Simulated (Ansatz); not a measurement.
**Data sheet: Al (DFT)**

Al:
```xyz
2
Lattice="2.8305 0.0000 0.0000 -1.4152 2.4513 0.0000 0.0000 0.0000 4.6101" Properties=species:S:1:pos:R:3 pbc="T T T"
Al     1.4152     0.8171     3.4576
Al     0.0000     1.6342     1.1525
```

Space group P6_3/mmc (No. 194), hcp (Mg type); conventional cell a = b = 2.830 Å, c = 4.610 Å, α = β = 90.00°, γ = 120.00°.

Method: the program Ansatz at the r²SCAN level (PAW). Structure relaxed to zero pressure with the same functional. Other levels are named where they apply.

**Cell and energy**

```
Property              Value
---------------  ----------
Volume per atom    15.99 Å³
Density          2.80 g/cm³
```

**Electronic structure**

```
Quantity                                                                     Value
------------------------------------  --------------------------------------------
Electronic character                                             metallic (no gap)
Density of states at the Fermi level  0.39 states/eV per atom (mean over ±0.08 eV)
```

**Mechanics**

```
Quantity                                                                                         Value
--------------------------------------------  --------------------------------------------------------
Bulk modulus (Birch–Murnaghan fit)                                                            88.7 GPa
Pressure derivative B′                                                                             4.3
Elastic constants (relaxed ions, GPa)         C11 = 141, C12 = 67.1, C13 = 56.9, C33 = 155, C44 = 19.3
Mechanical stability                                            stable (all eigenvalues of C positive)
Hill bulk and shear moduli                                                           88.7 and 30.0 GPa
Young's modulus                                                                               80.9 GPa
Poisson's ratio                                                                                   0.35
Debye temperature from the elastic constants                                                     435 K
```

**Phonons**

```
Quantity                                        Value
-----------------------------  ----------------------
Highest zone-centre frequency                347 cm⁻¹
Zone-centre stability          no imaginary mode at Γ
```

The workflow started from a Materials Project entry (that database holds measured and hypothetical structures alike); the Crystallography Open Database copy checked does not list it. It is not the phase usual at ambient conditions (space group No. 225). The r²SCAN relaxation kept the symmetry of its start. As this level gives no gap, shear constants depend on the k-mesh and smearing (Fermi–Dirac, 0.1 eV here). As this level gives no gap, phonon frequencies hold no LO–TO term and depend on the k-mesh and smearing (Fermi–Dirac, 0.1 eV here). Axis ratios of metals converge slowly with the k-mesh, so a and c are less sure than the volume. On the denser mesh and wider smearing of the elastic run this cell carries a stress of 0.7 GPa.

Potentials: the earlier of the program's two PAW sets. The files were generated under PBE; for other functionals the program regenerates the frozen cores, and for LDA and PBEsol the local potential too.
